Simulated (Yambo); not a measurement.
G0W0@PBEsol for NH₄I (space group P4/nmm, No. 129) in Yambo (2×2×2 mesh, 7 Ry block, plasmon pole, screening fixed), without a terminator:

| bands N in G | gap Γ → Γ (eV) | shift of the valence edge (eV) |
|---|---|---|
| 79 | 5.487 | -0.929 |
| 142 | 5.551 | -1.181 |
| 227 | 5.580 | -1.289 |

**Question.** Extrapolate both columns to infinite N with E(N) = E∞ + A/N, test the form, and compare with the terminator.

**Answer.** From two points, E∞ = (N2 E2 − N1 E1)/(N2 − N1). The two largest N give 5.63 eV for the gap and -1.47 eV for the shift; the two smallest give 5.63 eV and -1.50 eV. For the gap the slopes A are -11 and -11 eV: the 1/N form holds. For the shift the slopes A are 45 and 41 eV: the 1/N form holds. With the Bruneval-Gonze terminator and 227 bands the run gives 5.58 eV and -1.37 eV, 0.05 eV and 0.10 eV from the extrapolated values: the terminator too is an estimate of the remainder. Block, mesh and the bands in W are held fixed.

Spin-orbit coupling is not included.

Geometry of the Materials Project entry, not relaxed at this level; primitive cell a = b = 6.1494 Å, c = 4.4137 Å, α = β = γ = 90.00°.

The structure is a Materials Project entry; no match was found in the copy of COD used, and its stability was not checked.

A shift is the quasiparticle energy of the state minus its PBEsol energy.

The distance between layers or molecules is the database entry's, not relaxed here. Functionals without dispersion can leave it too large, which widens gaps and weakens the response across layers: the numbers belong to this cell.
